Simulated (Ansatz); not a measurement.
HfN:
```yaml
crystal:
  lattice:
    - [4.40462, 0.00000, 0.00000]
    - [0.00000, 4.40462, 0.00000]
    - [0.00000, 0.00000, 4.40462]
  atoms:
    - { symbol: Hf, position: [0.00000, 0.50000, 0.50000] }
    - { symbol: Hf, position: [0.50000, 0.00000, 0.50000] }
    - { symbol: Hf, position: [0.50000, 0.50000, 0.00000] }
    - { symbol: N, position: [0.50000, 0.00000, 0.00000] }
    - { symbol: N, position: [0.00000, 0.50000, 0.00000] }
    - { symbol: N, position: [0.00000, 0.00000, 0.50000] }
```

Relaxed with r²SCAN. Special points in fractions of this cell's reciprocal vectors: Γ (0.000, 0.000, 0.000); X (0.000, 0.500, 0.000); M (0.500, 0.500, 0.000); R (0.500, 0.500, 0.500).

Task: List the band energies nearest the Fermi level at these points for DFT-r²SCAN with spin–orbit coupling in the program Ansatz with PAW potentials.

Result: In eV from the Fermi level; about four levels below and three above (degenerate sets whole), none deeper than 8.9 eV; points with the same levels are listed once.

```json
[
 {"k": "Γ", "below": "-0.02 -0.02 -0.02 -0.02", "above": "0.00 0.00 3.79 3.79 3.79 3.79"},
 {"k": "X", "below": "-0.91 -0.91 -0.57 -0.57", "above": "1.38 1.38 1.68 1.68"},
 {"k": "M", "below": "-1.60 -1.60 -0.15 -0.15", "above": "0.44 0.44 0.51 0.51"},
 {"k": "R", "below": "-0.10 -0.10 -0.10 -0.10", "above": "0.12 0.12 0.30 0.30"}
]
```

Space group Pm-3m. The start of the workflow was typed in or built on a structure type; neither database checked (COD, Materials Project) lists it. It is not the phase usual at ambient conditions (space group No. 225). The r²SCAN relaxation kept the symmetry of its start; whether a distortion lowers the energy is not shown. The run is not spin-polarised. With an odd number of electrons in the cell and no spin polarisation, the count alone makes it a metal.

Potentials: the earlier of the program's two PAW sets.
